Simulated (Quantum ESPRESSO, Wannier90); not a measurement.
W (bcc (W type)), plane waves to Wannier functions

```
CELL_PARAMETERS angstrom
     -1.58516     1.58516     1.58516
      1.58516    -1.58516     1.58516
      1.58516     1.58516    -1.58516
ATOMIC_POSITIONS crystal
  W  0.00000 0.00000 0.00000
```

Materials Project entry mp-91; symmetrised, unrelaxed at this level. This is the element's usual structure. Method: PBEsol plane waves in Quantum ESPRESSO 7.5 (PseudoDojo norm-conserving files, 60 Ry, spinors with spin-orbit coupling), Bloch states on a 10×10×10 mesh through Γ, Wannier90 4.0.1. Density: 18×18×18 mesh, cold smearing 0.01 Ry.

Energies are relative to the Fermi level.

**Bands.** No gap over 0.05 eV opens at the Fermi level at this level of theory. 3 filled groups are cut off by gaps; the highest, bands 5–8, spans -35.93 to -34.80 eV and is W 5p 98 %.

**Model.** 18 functions (W spd) from bands 9-42, frozen to 1.50 eV, reach Ω_I = 17.98 Å² and follow pw.x to 3.5 meV rms (states up to 1.0 eV relative to the Fermi level).

**Frozen window.** Edge, Ω_I and misfit go -1.5 eV, 17.81 Å², 41 meV; -0.5 eV, 17.83 Å², 30 meV; 0.5 eV, 17.89 Å², 11 meV; 1.5 eV, 17.98 Å², 3.5 meV. Ω_I never falls as the edge rises, since each frozen state takes freedom from the choice of the smoothest subspace. The edges under the compared range leave its upper states unfrozen, and their misfit is the largest.

**Outer window.** The setting "only the lowest 30 of the kept bands" raises Ω_I to 19.44 Å², as fewer states are left to mix in, and the misfit goes to 4.2 meV.

**Stops.** With the frozen window to 18.85 eV the program stops (More states in the frozen window than target WFs). With the outer window to 19.69 eV the program stops (Energy window contains fewer states than number of target WFs).
